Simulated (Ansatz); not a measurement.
B:
```
CELL_PARAMETERS angstrom
      0.00000     2.01591     2.01591
      2.01591     0.00000     2.01591
      2.01591     2.01591     0.00000
ATOMIC_POSITIONS crystal
  B  0.00000 0.00000 0.00000
  B  0.25000 0.25000 0.25000
```

This is the PBEsol-relaxed structure.

### Question
All from the program Ansatz at the PBEsol level (PAW), unless another level is named. Give the electronic character.

### Answer
metallic (no gap).

### Question
And the density of states at the Fermi level?

### Answer
0.43 states/eV per atom (mean over ±0.08 eV).

Space group Fd-3m (diamond). The start of the workflow was typed in or built on a structure type; neither database checked (COD, Materials Project) lists it. It is not the phase usual at ambient conditions (space group No. 166). The cell was relaxed with PBEsol under the symmetry of its start. At this level the phase is mechanically unstable.

Potentials: the later of the program's two PAW sets.
